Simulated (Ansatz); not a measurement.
**Harmonic thermodynamics of IrRh2**

Method: DFT PBE, scalar-relativistic, plane waves, PAW in Ansatz. Plane waves to 420 eV; Γ-centred k mesh 18×18×4; Fermi-Dirac smearing of 0.15 eV. No spin polarisation. Phonons by linear response, acoustic sum rule imposed.

The cell, relaxed at this level:
```
Ir Rh
1.0
     2.73585    0.00000    0.00000
    -1.36792    2.36931    0.00000
     0.00000    0.00000   13.23261
Ir Rh
2 4
Direct
  0.33333 0.66667 0.25000
  0.66667 0.33333 0.75000
  0.33333 0.66667 0.91612
  0.33333 0.66667 0.58388
  0.66667 0.33333 0.08388
  0.66667 0.33333 0.41612
```

The cell was found from a structure generator's guess, not taken from experiment. In a metal, frequencies and elastic constants depend on the k mesh and the smearing, soft modes and shear constants most. Some empty bands missed the eigensolver's threshold. Spin–orbit coupling is left out, which matters for heavy elements. The q mesh is coarse, so values between its points are rough.

Force constants from linear response on a 3×3×1 q mesh, interpolated to a fine mesh.

(1) Give the zero-point energy per atom.

(2) How large are the vibrational entropy and heat capacity at 300 K?

(3) Tabulate them against temperature.

Results:

(1) 28.4 meV.

(2) S = 4.15 k_B and C_V = 2.86 k_B per atom, 95 % of the Dulong–Petit value.

(3)
```
T (K)  F_vib (meV/atom)  S (k_B/atom)  C_V (k_B/atom)
  100              24.4          1.35            2.03
  200               5.1          3.02            2.70
  300             -26.1          4.15            2.86
  400             -65.6          4.98            2.92
  500            -111.5          5.64            2.95
  600            -162.5          6.18            2.96
  700            -217.8          6.64            2.97
  800            -276.7          7.03            2.98
  900            -338.9          7.39            2.98
 1000            -403.9          7.70            2.99
```
